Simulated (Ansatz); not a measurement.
## What settings do to one calculation: perovskite alloy of KMgF3 and KZnF3 (7 of 8 Mg sites exchanged), 40 atoms with displaced atoms

Ansatz (PAW, plane waves), atoms fixed. The base input:

```yaml
crystal:
  lattice:
    - [8.089888, 0.000000, 0.000000]
    - [0.000000, 8.089888, 0.000000]
    - [0.000000, 0.000000, 8.089888]
  atoms:
    - { symbol: K, position: [0.004708, 0.000868, 0.003768] }
    - { symbol: K, position: [0.997320, 0.001894, 0.500352] }
    - { symbol: K, position: [0.998605, 0.501576, 0.999464] }
    - { symbol: K, position: [0.997285, 0.503592, 0.495466] }
    - { symbol: K, position: [0.493890, 0.999643, 0.995180] }
    - { symbol: K, position: [0.499463, 0.003241, 0.501509] }
    - { symbol: K, position: [0.494107, 0.499997, 0.996376] }
    - { symbol: K, position: [0.499133, 0.498778, 0.500461] }
    - { symbol: Mg, position: [0.248831, 0.250524, 0.253525] }
    - { symbol: Zn, position: [0.249559, 0.249296, 0.751056] }
    - { symbol: Zn, position: [0.251445, 0.749392, 0.251995] }
    - { symbol: Zn, position: [0.249198, 0.746059, 0.750139] }
    - { symbol: Zn, position: [0.749730, 0.249750, 0.249587] }
    - { symbol: Zn, position: [0.748111, 0.249628, 0.747802] }
    - { symbol: Zn, position: [0.748324, 0.748042, 0.252468] }
    - { symbol: Zn, position: [0.752188, 0.753725, 0.750799] }
    - { symbol: F, position: [0.248577, 0.244842, 0.000723] }
    - { symbol: F, position: [0.251350, 0.249302, 0.501975] }
    - { symbol: F, position: [0.249753, 0.751967, 0.000175] }
    - { symbol: F, position: [0.254626, 0.750427, 0.503141] }
    - { symbol: F, position: [0.752430, 0.248472, 0.998725] }
    - { symbol: F, position: [0.750213, 0.245853, 0.500194] }
    - { symbol: F, position: [0.750497, 0.750371, 0.002536] }
    - { symbol: F, position: [0.747855, 0.748088, 0.502046] }
    - { symbol: F, position: [0.001466, 0.250450, 0.254487] }
    - { symbol: F, position: [0.997415, 0.250037, 0.756130] }
    - { symbol: F, position: [0.004751, 0.749247, 0.249475] }
    - { symbol: F, position: [0.999218, 0.752194, 0.751015] }
    - { symbol: F, position: [0.496146, 0.250437, 0.251107] }
    - { symbol: F, position: [0.502286, 0.249901, 0.750125] }
    - { symbol: F, position: [0.498609, 0.751989, 0.246804] }
    - { symbol: F, position: [0.499132, 0.749698, 0.745183] }
    - { symbol: F, position: [0.246234, 0.999688, 0.252711] }
    - { symbol: F, position: [0.254228, 0.998139, 0.751261] }
    - { symbol: F, position: [0.249626, 0.501219, 0.251220] }
    - { symbol: F, position: [0.249261, 0.501968, 0.747478] }
    - { symbol: F, position: [0.750863, 0.002463, 0.249435] }
    - { symbol: F, position: [0.747105, 0.002452, 0.748404] }
    - { symbol: F, position: [0.748865, 0.503847, 0.247657] }
    - { symbol: F, position: [0.750107, 0.498759, 0.751586] }
  symmetry: { detect: false }
kpoints:
  mp_grid: { grid: [1, 1, 1], shift: [0.25, 0.25, 0.25] }
hamiltonian:
  xc: pbesol
scf:
  occupations: { method: fermi_dirac, width: 0.01 }
output:
  forces: true
  eigenvalues: true
  stress: true
  populations: true
  eigenstates: { kpoints: [[0.25, 0.25, 0.25]], e_range: [-6.0, 6.0], localisation: true }
```

Command:

```sh
ansatz run in.yaml --threads 7 --pin off --max-ram 13300MiB --runs-dir r --events-out ev --progress --plain
```

It converged in 9 iterations and 9 s of wall time on 7 threads of a Neoverse-V2 processor, on a host shared with other runs; peak host memory 1.3 GiB; largest force component 0.47 eV/Å, pressure 0.15 GPa. The cutoff was the default, 420 eV. The base isn't a converged reference: it has few k points, and its atoms are unrelaxed. Each run below changes the keys shown and caps the iterations.

```tsv
run	changed	ending	iterations	free energy less the base (meV per atom)	rms change of forces (eV/Å)	change of pressure (GPa)	wall time (s, shared host)
1	width 0.5 eV, ecutrho_ratio 3, max_iter 90	converged	9	-0.8	0.003	0.04	3.6 CPU
2	dr2_threshold 1e-12, xc_grid 1 (2 is the default), max_iter 80	converged	15	0.0	0.001	0.00	4.1 CPU
3	dispersion rvv10, max_iter 70	refused	–	–	–	–	–
4	mixing algorithm anderson, ecutrho_ratio 8, max_iter 90	converged	9	0.0	0.000	0.00	3.4 CPU
5	width 1.0 eV, max_iter 100	converged	10	-45.2	0.053	1.74	6.1 CPU
6	initial_magnetization 4, max_iter 80	converged	16	0.0	0.000	0.00	9.4 CPU
7	xc_grid 2 (2 is the default), occupations fixed, max_iter 70	converged	9	0.0	0.000	0.00	3.5 CPU
8	xc_grid 1 (2 is the default), max_iter 100	converged	9	0.0	0.001	0.00	3.1 CPU
9	max_iter 4, occupations cold, k points the Γ point alone	not converged	–	–	–	–	–
10	dr2_threshold 1e-09, xc_grid 3 (2 is the default), max_iter 6	not converged	–	–	–	–	–
```

**Question.** Which changes leave the result alone, and which of the same physical model moves the forces most?

**Answer.** The forces move by under 0.002 eV/Å in runs 2, 4, 6, 7, 8. Run 5 (width 1.0 eV, max_iter 100) moves them most among the runs with the same functional, charge and dispersion term, by 0.053 eV/Å.

**Question.** Why did some runs give no result?

**Answer.** - run 3: inconsistent input (hamiltonian.dispersion, hamiltonian.xc): `dispersion: rvv10` has no transferable b for PBE exchange — Sabatini et al. (2013) fitted b=6.3 to rPW86, and the PBE refits of Peng & Perdew (2017) are task-dependent (b=6.6 S22 / b=10.0 layered). …
- run 9: did not converge after 4 iterations: dr2 = 4.25e-4 (threshold 1.00e-7), under the density mixer `msr1`, which `scf.mixing.algorithm: auto` chose by the deck's other keys (type `scf.mixing.algorithm: msr1` to keep it);
- run 10: did not converge after 6 iterations: dr2 = 6.62e-6 (threshold 1.00e-9), under the density mixer `msr1`, which `scf.mixing.algorithm: auto` chose by the deck's other keys (type `scf.mixing.algorithm: msr1` to keep it);
